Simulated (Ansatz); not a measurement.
Given:

HfCd:
```cif
data_Cd2Hf2
_chemical_formula_sum 'Hf2 Cd2'
_space_group_name_H-M_alt 'P4/nmm :1'
_space_group_IT_number 129
_space_group_name_Hall 'P 4ab 2ab -1ab'
_cell_length_a 3.05322
_cell_length_b 3.05322
_cell_length_c 9.14155
_cell_angle_alpha 90.000
_cell_angle_beta 90.000
_cell_angle_gamma 90.000
loop_
_space_group_symop_operation_xyz
  'x, y, z'
  '-y+1/2, x+1/2, z'
  '-x, -y, z'
  'y+1/2, -x+1/2, z'
  'x+1/2, -y+1/2, -z'
  '-y, -x, -z'
  '-x+1/2, y+1/2, -z'
  'y, x, -z'
  '-x+1/2, -y+1/2, -z'
  'y, -x, -z'
  'x+1/2, y+1/2, -z'
  '-y, x, -z'
  '-x, y, z'
  'y+1/2, x+1/2, z'
  'x, -y, z'
  '-y+1/2, -x+1/2, z'
loop_
_atom_site_label
_atom_site_type_symbol
_atom_site_symmetry_multiplicity
_atom_site_Wyckoff_symbol
_atom_site_fract_x
_atom_site_fract_y
_atom_site_fract_z
_atom_site_occupancy
Hf1 Hf 2 c 0.50000 0.00000 0.11889 1
Cd1 Cd 2 c 0.00000 0.50000 0.37802 1
```

This is the r²SCAN-relaxed structure.

Question: All from r²SCAN in the plane-wave PAW code Ansatz, unless another level is named. Estimate the density of states at the Fermi level.

Answer: 0.50 states/eV per atom (mean over ±0.08 eV).

Question: Next, the formation energy from the elements (no fitted shifts)?

Answer: -0.098 eV/atom.

The workflow started from a Materials Project entry (that database holds measured and hypothetical structures alike); the Crystallography Open Database copy checked does not list it. With Hf and Cd taken as one species the cell has the higher symmetry Fm-3m, so it may be an ordered model of a mixed-site phase. Whether it is the stable phase at ambient conditions was not checked. The cell was relaxed with r²SCAN under the symmetry of its start; whether a distortion lowers the energy is not shown. The run is not spin-polarised. The references are the lowest solids computed at this level, not always the standard phases. Scalar-relativistic: spin–orbit coupling is off unless named, which matters more the heavier the elements.

Potentials: the later of the program's two PAW sets.
